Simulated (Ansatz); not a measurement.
YPb₃:
```
YPb3
1.0
    4.80761     0.00000     0.00000
    0.00000     4.80761     0.00000
    0.00000     0.00000     4.80761
Y Pb
1 3
Direct
  0.00000   0.00000   0.00000
  0.00000   0.50000   0.50000
  0.50000   0.00000   0.50000
  0.50000   0.50000   0.00000
```

Relaxed with PBEsol. Special points in fractions of this cell's reciprocal vectors: Γ (0.000, 0.000, 0.000); X (0.000, 0.500, 0.000); M (0.500, 0.500, 0.000); R (0.500, 0.500, 0.500).

### Question
List the band energies nearest the Fermi level at these points for PBEsol (plane waves, PAW; program Ansatz).

### Answer
In eV from the Fermi level; about four levels below and three above (degenerate sets whole), none deeper than 8.9 eV; points with the same levels are listed once.

```tsv
k	below	above
Γ	-6.81 -6.81 -2.91 -2.91 -2.91	1.37 1.37 1.37
X	-1.74 -0.84 -0.08 -0.08	0.90 1.39 1.95
M	-4.58 -1.34 -1.34 -1.14	0.22 0.22 0.35
R	-4.75 -3.53 -3.53 -3.53	0.85 2.15 2.15
```

Space group Pm-3m (Cu3Au type). The workflow started from an entry of the Crystallography Open Database (COD). Whether it is the stable phase at ambient conditions was not checked. The cell was relaxed with PBEsol under the symmetry of its start; of distortions, only those at the zone centre were tested. No spin polarisation was allowed. Spin–orbit coupling is left out wherever it is not named.

Potentials: the later of the program's two PAW sets.
